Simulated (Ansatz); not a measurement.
Space group Pm-3m (No. 221). a = 4.020 Å, b = 4.020 Å, c = 4.020 Å, α = 90.00°, β = 90.00°, γ = 90.00°
```
atom site symmetry x y z
  Ba    1a m-3m  0.0000  0.0000  0.0000
  Ru    1b m-3m  0.5000  0.5000  0.5000
   O    3c    4/mm.m  0.5000  0.5000  0.0000
```

Equation of state of this BaRuO3 structure (not necessarily the ground state), with shape and atoms relaxed at each volume where symmetry leaves them free. It has no gap at any of these volumes. All numbers below come from DFT r2SCAN, scalar-relativistic, plane waves, PAW in Ansatz.

Settings: cutoff 500 eV, Γ-centred mesh 10×10×10 on the computed 5-atom cell, Gaussian smearing of 0.10 eV; collinear spin.

```json
{"V (Å³/atom)": "12.217", "E − E(largest V) (meV/atom)": "4.09", "P (GPa)": "11.93"}
{"V (Å³/atom)": "12.607", "E − E(largest V) (meV/atom)": "-16.35", "P (GPa)": "5.35"}
{"V (Å³/atom)": "12.997", "E − E(largest V) (meV/atom)": "-23.31", "P (GPa)": "0.01"}
{"V (Å³/atom)": "13.387", "E − E(largest V) (meV/atom)": "-17.11", "P (GPa)": "-4.95"}
{"V (Å³/atom)": "13.777", "E − E(largest V) (meV/atom)": "0.00", "P (GPa)": "-8.43"}
```

Question: Fit a third-order Birch–Murnaghan equation to E(V).

Answer: V0 = 13.00 Å³/atom, B0 = 172 GPa, B0' = 2.4.

The state reached may not be the lowest one. Spin-orbit coupling is left out, which matters for the bands of heavy elements.

Symmetry holds off the tilts and polar distortions that many cubic perovskites undergo.